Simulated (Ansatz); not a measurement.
**Calculated quadrupolar parameters for TiZn₂O₄**

The cell is an entry of the Crystallography Open Database (COD) whose atoms were relaxed with PBE, the cell held.

```
Ti Zn O
1.0
     5.99270    0.00000    0.00000
     0.00000    5.99270    0.00000
     0.00000    0.00000    8.42660
Ti Zn O
4 8 16
Direct
  0.50000 0.23852 0.00000
  0.76148 0.50000 0.75000
  0.50000 0.76148 0.50000
  0.23852 0.50000 0.25000
  0.24467 0.00000 0.25000
  0.00000 0.24467 0.00000
  0.75533 0.00000 0.75000
  0.00000 0.75533 0.50000
  0.25290 0.25290 0.62500
  0.74710 0.25290 0.37500
  0.74710 0.74710 0.12500
  0.25290 0.74710 0.87500
  0.26474 0.02408 0.99967
  0.97592 0.26474 0.74967
  0.73526 0.97592 0.49967
  0.02408 0.73526 0.24967
  0.26474 0.97592 0.50033
  0.97592 0.73526 0.75033
  0.73526 0.02408 0.00033
  0.02408 0.26474 0.25033
  0.26575 0.48615 0.01750
  0.51385 0.26575 0.76750
  0.73425 0.51385 0.51750
  0.48615 0.73425 0.26750
  0.26575 0.51385 0.48250
  0.51385 0.73425 0.73250
  0.73425 0.48615 0.98250
  0.48615 0.26575 0.23250
```

Atoms are numbered from 1 in the order listed; like atoms form one site, named after its first atom.

The numbers come from a DFT calculation in Ansatz (PBE, plane waves and PAW, scalar-relativistic, 420 eV cutoff, Γ-centred 4×4×3 k-points, Fermi–Dirac smearing 0.02 eV).

V_zz is the principal component of the electric field gradient with the largest magnitude, η = (V_xx − V_yy)/V_zz and C_Q = eQV_zz/h. Directions are in the Cartesian axes of the cell vectors above, for the atom listed; none is given where the gradient is under 0.02 or η is above 0.95.

```tsv
site	first atom	first shell	V_zz (10²¹ V/m²)	η	direction of V_zz (x, y, z)
Ti	1	6 O at 1.91–2.05 Å	-0.34	0.65	-0.26 0.00 0.96
Zn5	5	6 O at 2.07–2.16 Å	-1.47	0.36	0.00 0.97 -0.24
Zn9	9	4 O at 1.97 Å	0.65	0.37	0.41 -0.41 0.82
O13	13	1 Ti at 1.91 Å, 3 Zn at 1.97–2.12 Å	3.34	0.50	-0.16 0.79 0.59
O21	21	2 Ti at 1.97–2.05 Å, 2 Zn at 1.97–2.16 Å	3.46	0.35	-0.01 0.83 -0.56
```

At this cell the PBE pressure is 5 GPa, so with PBE the cell would grow if it were relaxed.

The relaxation (8 steps) took 11 min of wall time (11 min of CPU time) and 0.92 GiB at its peak, on 1 thread of Arm Neoverse V1 (aarch64; 8 cores open to the job, memory cap 3.0 GiB, no GPU), a shared host with a load of 0.8 a core.
